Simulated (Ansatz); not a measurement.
## Data sheet: Te (DFT)

Te:
```cif
data_Te
_chemical_formula_sum 'Te1'
_space_group_name_H-M_alt 'Pm-3m'
_space_group_IT_number 221
_space_group_name_Hall '-P 4 2 3'
_cell_length_a 3.18828
_cell_length_b 3.18828
_cell_length_c 3.18828
_cell_angle_alpha 90.000
_cell_angle_beta 90.000
_cell_angle_gamma 90.000
loop_
_atom_site_label
_atom_site_type_symbol
_atom_site_symmetry_multiplicity
_atom_site_Wyckoff_symbol
_atom_site_fract_x
_atom_site_fract_y
_atom_site_fract_z
_atom_site_occupancy
Te1 Te 1 b 0.50000 0.50000 0.50000 1
```

Space group Pm-3m (No. 221); conventional cell a = b = c = 3.1883 Å, α = β = γ = 90.00°.

Method: plane-wave PAW r²SCAN (Ansatz code). Geometry: relaxed at this level of theory. Other levels are named where they apply.

**Cell and energy**

Volume per atom: 32.41 Å³
Density: 6.54 g/cm³

**Electronic structure**

* **Electronic character**: metallic (no gap)
* **Density of states at the Fermi level**: 0.56 states/eV per atom (mean over ±0.08 eV)
* **Gap with spin–orbit coupling**: none (metallic)

**Mechanics**

Bulk modulus (Birch–Murnaghan fit): 54.4 GPa
Pressure derivative B′: 4.7
Elastic constants (relaxed ions, GPa): C11 = 94.4, C12 = 33.9, C44 = 2.8
Mechanical stability: stable (all eigenvalues of C positive)

The workflow started from a Materials Project entry (that database holds measured and hypothetical structures alike); the Crystallography Open Database copy checked does not list it. It is not the phase usual at ambient conditions (space group No. 152). The cell was relaxed with r²SCAN under the symmetry of its start; its stability against distortions is not shown here. As this level gives no gap, shear constants depend on the k-mesh and smearing (Fermi–Dirac, 0.1 eV here). Spin–orbit coupling is left out wherever it is not named.

Potentials: the later of the program's two PAW sets.
